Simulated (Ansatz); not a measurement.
Theory: DFT PBE, scalar-relativistic, plane waves, PAW (Ansatz). Cutoff 420 eV, Γ-centred meshes of about 0.25 Å⁻¹ or finer for metals and 0.3 Å⁻¹ for insulators (2π included), Gaussian smearing. No spin polarisation.

Temperature and zero-point effects are left out.

Compare these two cells of Pd4Pt, each relaxed at this level.

A.

Space group I4/mmm (No. 139). a = 6.495 Å, b = 6.495 Å, c = 3.899 Å, α = 90.00°, β = 90.00°, γ = 90.00°
```csv
atom,site,symmetry,x,y,z
Pd,8i,m2m.,0.7909,0.5000,0.5000
Pt,2b,4/mmm,0.0000,0.0000,0.5000
```

B.

Space group P-3m1 (No. 164). a = 4.313 Å, b = 4.313 Å, c = 5.382 Å, α = 90.00°, β = 90.00°, γ = 120.00°
```tsv
atom	site	symmetry	x	y	z
Pd	2d	3m.	0.3333	0.6667	0.1527
Pd	2d	3m.	0.3333	0.6667	0.6425
Pt	1a	-3m.	0.0000	0.0000	0.0000
```

**Question.** Which would you expect to be lower, and how large is the difference?

**Answer.** A is lower, by 33 meV/atom. A has space group I4/mmm (No. 139), 16.4 Å³/atom and no gap on its mesh; B has space group P-3m1 (No. 164), 17.3 Å³/atom and no gap. Counting all near atoms (those within 1.25 times the shortest distance at each site; a plus sign parts nearer from farther groups), A has Pd 9, Pt 8 and B has Pd 11, Pt 6+6. The denser one is the lower, and pressure would at first widen the difference. Even the lower one lies +0.26 eV/atom against the reference forms of the elements (uncorrected), so neither is stable at this level. In A, around Pd lie 7 Pd at 2.67–2.74 Å and 2 Pt at 2.71 Å; around Pt lie 8 Pd at 2.71 Å. In B, Pd on its first site is surrounded by 3 Pt at 2.62 Å, 5 Pd at 2.64–2.75 Å and 3 Pd at 2.98 Å; around Pd on its second site lie 5 Pd at 2.64–2.75 Å, 3 Pd at 2.92 Å and 3 Pt at 3.15 Å; Pt is surrounded by 6 Pd at 2.62 Å and 6 Pd at 3.15 Å. Both come from trial cells of a structure search, whose lowest cell (R-3m, 15.4 Å³/atom) lies 253 meV/atom below the lower of the two.

These runs have no spin–orbit coupling, which can matter for Pt. Trial moments fell under 0.15 μB along the way in I4/mmm and P-3m1; another start might hold them. Cells relaxed within their symmetry can be saddle points. Some candidate types were left out of the draw beforehand, so a known form may be missing.
